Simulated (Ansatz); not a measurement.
The start is a generated cell, As2S3 placed in the stibnite structure type. Cell shape, volume and atoms are optimised at zero target pressure with PBEsol (plane waves to 420 eV, PAW, scalar-relativistic; Ansatz, a quantum-chemistry and plane-wave program). The first steps use a coarse 2×5×2 k-mesh.

Input geometry:
```yaml
crystal:
  lattice:
    - [10.49201, 0.00000, 0.00000]
    - [0.00000, 3.56144, 0.00000]
    - [0.00000, 0.00000, 10.43900]
  atoms:
    - { symbol: As, position: [0.97063, 0.25000, 0.17398] }
    - { symbol: As, position: [0.47063, 0.25000, 0.32602] }
    - { symbol: As, position: [0.02937, 0.75000, 0.82602] }
    - { symbol: As, position: [0.52937, 0.75000, 0.67398] }
    - { symbol: As, position: [0.64939, 0.25000, 0.96397] }
    - { symbol: As, position: [0.14939, 0.25000, 0.53603] }
    - { symbol: As, position: [0.35061, 0.75000, 0.03603] }
    - { symbol: As, position: [0.85061, 0.75000, 0.46397] }
    - { symbol: S, position: [0.29220, 0.25000, 0.19181] }
    - { symbol: S, position: [0.79220, 0.25000, 0.30819] }
    - { symbol: S, position: [0.70780, 0.75000, 0.80819] }
    - { symbol: S, position: [0.20780, 0.75000, 0.69181] }
    - { symbol: S, position: [0.45040, 0.25000, 0.87700] }
    - { symbol: S, position: [0.95040, 0.25000, 0.62300] }
    - { symbol: S, position: [0.54960, 0.75000, 0.12300] }
    - { symbol: S, position: [0.04960, 0.75000, 0.37700] }
    - { symbol: S, position: [0.62460, 0.25000, 0.56110] }
    - { symbol: S, position: [0.12460, 0.25000, 0.93890] }
    - { symbol: S, position: [0.37540, 0.75000, 0.43890] }
    - { symbol: S, position: [0.87540, 0.75000, 0.06110] }
```

Question: Which atoms feel the largest initial force, and how large is it?

Answer: 0.32 eV/Å, on As5, As6, As7, As8 (atoms numbered as listed).

Question: How much energy is released per atom?

Answer: 0.016 eV/atom.

Question: How does the volume change?

Answer: +7.2 %, from 19.50 to 20.91 Å³/atom.

The space group stays Pnma (No. 62) (the run could not lower it); the end is AFLOW prototype A3B2_oP20_62_3c_2c (D5_8, as in Sb2S3), with 20 atoms in the primitive cell. Final values are on a 3×8×3 k-mesh of the relaxed cell. No spin polarisation in the result.

The run could not lose the symmetry of its start, so the end can be a saddle point.

The relaxed structure here is a generated cell of As2S3: the first start was made by placing the elements on the sites of a structure type, and the end was not matched to a known phase here, so it may be hypothetical.
